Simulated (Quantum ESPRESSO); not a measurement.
Parts of the isotropic shielding in TiO₂, by PBE GIPAW (a modified build of Quantum ESPRESSO, JTH PAW datasets), 22.5 Ha, k-mesh 6×6×9 shifted:

```
CELL_PARAMETERS angstrom
      4.59220     0.00000     0.00000
      0.00000     4.59220     0.00000
      0.00000     0.00000     2.95740
ATOMIC_POSITIONS crystal
  Ti 0.00000 0.00000 0.00000
  Ti 0.50000 0.50000 0.50000
  O  0.30416 0.30416 0.00000
  O  0.19584 0.80416 0.50000
  O  0.69584 0.69584 0.00000
  O  0.80416 0.19584 0.50000
```
The cell was made here from an entry of the Crystallography Open Database (unchecked): atoms relaxed with PBE in the measured cell (PBE without dispersion, pw.x of Quantum ESPRESSO, symmetry kept).  Stability against distortions was not tested. The run has no spin polarisation.

The core term is that of the free atom's frozen core; the paramagnetic column sums the reconstruction terms. Shieldings are absolute and leave out the bulk-susceptibility term; a larger σ means a smaller chemical shift. By our sweeps, such settings leave a few ppm in absolute σ.

```csv
site,core,bare (smooth current),diamagnetic correction,paramagnetic corrections,σ_iso (ppm)
"Ti (atoms 1, 2)",1409.5,-79.2,144.3,…,…
"O (atoms 3, 4, 5, 6)",271.1,-90.7,26.2,…,…
```

Task: Fill in the missing entries.

Result: 
- Ti (atoms 1, 2), paramagnetic corrections: -1658.3
- Ti (atoms 1, 2), σ_iso (ppm): -183.7
- O (atoms 3, 4, 5, 6), paramagnetic corrections: -600.6
- O (atoms 3, 4, 5, 6), σ_iso (ppm): -394.0
